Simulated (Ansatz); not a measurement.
Input and command of a plane-wave DFT calculation in Ansatz:

```yaml
crystal:
  lattice:
    - [4.6345967963, 0.0, 0.0]
    - [0.0, 4.6345967963, 0.0]
    - [0.0, 0.0, 3.4970302158]
  atoms:
    - { symbol: Sn, position: [0.0, 0.0, 0.0] }
    - { symbol: Sn, position: [0.5, 0.5, 0.5] }
    - { symbol: O, position: [0.3066050863, 0.3066050863, 0.0] }
    - { symbol: O, position: [0.1933949137, 0.8066050863, 0.5] }
    - { symbol: O, position: [0.6933949137, 0.6933949137, 0.0] }
    - { symbol: O, position: [0.8066050863, 0.1933949137, 0.5] }
basis:
  ecutwfc: 420
kpoints:
  mp_grid: { grid: [6, 6, 8] }
hamiltonian:
  xc: pbe
scf:
  occupations: { method: gaussian, width: 0.05 }
output:
  forces: true
  stress: true
  eigenvalues: true
```

```bash
ansatz run input.yaml --threads 2 --pin off --max-ram 5120MiB --backend cpu --events-out ev --progress --plain --runs-dir out
```

Processor: AMD EPYC (Zen 3), 2 threads, on a host shared with other jobs.

Task: How long does it run, and how much memory does it take?

Result: About 5.3 s on 2 threads of AMD EPYC (Zen 3) (shared host), peak memory 0.41 GiB. It solves 32 bands at 50 k points (the mesh reduced by symmetry) with about 1459 plane waves, in 6 SCF iterations.
